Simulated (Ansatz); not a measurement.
# Kick test of a cell of MgCd2Se3

It was reached by relaxing an invented guess, and it needn't be the stable form of this composition.

All numbers below come from Ansatz, DFT PBE, scalar-relativistic, plane waves, PAW. Plane waves to 420 eV, a k mesh through Γ of 6×6×2 on the computed 12-atom cell and Gaussian smearing (0.02 eV); no spin polarisation.

The cell below (12 atoms, space group P6_3mc (No. 186)) is relaxed within its symmetry.

```
Mg Cd Se
1.0
     4.34246    0.00000    0.00000
    -2.17123    3.76068    0.00000
     0.00000    0.00000   21.16859
Mg Cd Se
2 4 6
Direct
  0.66667 0.33333 0.33182
  0.33333 0.66667 0.83182
  0.66667 0.33333 0.99846
  0.66667 0.33333 0.66887
  0.33333 0.66667 0.16887
  0.33333 0.66667 0.49846
  0.66667 0.33333 0.12528
  0.66667 0.33333 0.45489
  0.66667 0.33333 0.79568
  0.33333 0.66667 0.29568
  0.33333 0.66667 0.62528
  0.33333 0.66667 0.95489
```

For the test it was strained at random (σ = 1.5 % a component), the atoms were moved at random (σ = 0.05 Å), and all was relaxed again on a coarse 6×6×1 mesh (in the run’s order of axes) with 0.10 eV smearing, with no symmetry imposed.

Question: What happens?

Answer: It returns, within 1 meV/atom of the unmoved cell on that mesh and with the same symmetry when read at 0.1 Å (P2_1 at 0.01 Å, so small strains and shifts remain). No instability shows in this cell; modes of other wave vectors, which need another repeat, aren't tested.
